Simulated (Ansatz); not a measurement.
Here is the system:

Sb:
Space group R-3m, hexagonal axes (No. 166); a = b = 4.3427 Å, c = 11.6098 Å, α = β = 90.00°, γ = 120.00°

```
atom  site  symmetry       x       y       z
----  ----  --------  ------  ------  ------
Sb      6c        3m  0.0000  0.0000  0.2687
```
(The calculation used a cell of 2 atoms; values per cell refer to that cell.)

This is the r²SCAN-relaxed structure.

Problem. All from r²SCAN (plane waves, PAW; program Ansatz), unless another level is named. Estimate the Young's modulus.

Solution. 53.5 GPa.

Problem. What about the highest zone-centre frequency?

Solution. 156 cm⁻¹.

Symmetry was held in the r²SCAN relaxation; of distortions, only those at the zone centre were tested. As this level gives no gap, phonon frequencies hold no LO–TO term and depend on the k-mesh and smearing (Fermi–Dirac, 0.1 eV here). Spin–orbit coupling is left out wherever it is not named.

Potentials: the earlier of the program's two PAW sets.
